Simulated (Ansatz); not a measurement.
Relaxed Te (trigonal-Te type, space group P3_121):

```xyz
3
Lattice="4.5211 0.0000 0.0000 -2.2606 3.9154 0.0000 0.0000 0.0000 5.9549" Properties=species:S:1:pos:R:3 pbc="T T T"
Te     1.2122     0.0000     1.9850
Te    -0.6061     1.0498     3.9699
Te     1.6544     2.8656     0.0000
```

The numbers are results of PBE (plane waves to 420 eV, PAW, scalar-relativistic; Ansatz, a quantum-chemistry and plane-wave program), not measurements. k mesh 7×7×5 (Γ-centred), Fermi-Dirac smearing 0.05 eV. As the smearing reaches across the gap at some points, energies and forces of such displacements shift with the k mesh and the smearing. Spin-orbit coupling is left out, though Te is heavy. Te was relaxed with its symmetry unable to fall. The PAW data are Ansatz's earlier set.

One atom of the cell was then moved (with its periodic images), all else fixed, and the forces (eV/Å) came out as:

```json
[
 {"atom": "Te1", "Fx": "0.001", "Fy": "-0.306", "Fz": "-0.776"},
 {"atom": "Te2", "Fx": "-0.032", "Fy": "0.185", "Fz": "0.548"},
 {"atom": "Te3", "Fx": "0.031", "Fy": "0.121", "Fz": "0.228"}
]
```

### Question
Which atom was moved, and by which vector (Å)?

### Answer
Te1, by (0.15, 0.15, 0.21), 0.30 Å in all.

(A displaced cell: forces are minus the slopes of the energy, force constants its curvatures, and phonons follow from these.)
